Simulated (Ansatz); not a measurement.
GeB2Mo2 in space group P-6m2 (No. 187; Mo on 2h, Ge on 1a, B on 1b, B on 1f), PBE in the plane-wave PAW code Ansatz, all energies at zero smearing, with the estimated change up to a 700 eV cutoff added, with one set of potentials and settings (totals compare only within such a set). Cell of 5 atoms (2 Mo, 1 Ge, 2 B): -14520.565 eV.

```csv
element,reference phase,E (eV/atom)
Mo,"Im-3m, 1 atoms in the cell",-4956.0557
Ge,"Fd-3m, 2 atoms in the cell",-4294.9907
B,"R-3m, 12 atoms in the cell",-155.9170
```

Formation energy per atom, worked out: (-14520.565 − 2×(-4956.0557) − 1×(-4294.9907) − 2×(-155.9170))/5 = -0.326 eV/atom (-31 kJ per mol of atoms), at 0 K, without zero-point energy or fitted corrections.

The start of the workflow was typed in or built on a structure type; neither database checked (COD, Materials Project) lists it. Whether it is the stable phase at ambient conditions was not checked. Symmetry was held in the PBE relaxation; its stability against distortions is not shown here. No spin polarisation was allowed. The references are the lowest solids computed at this level, not always the standard phases.

Potentials: the earlier of the program's two PAW sets.
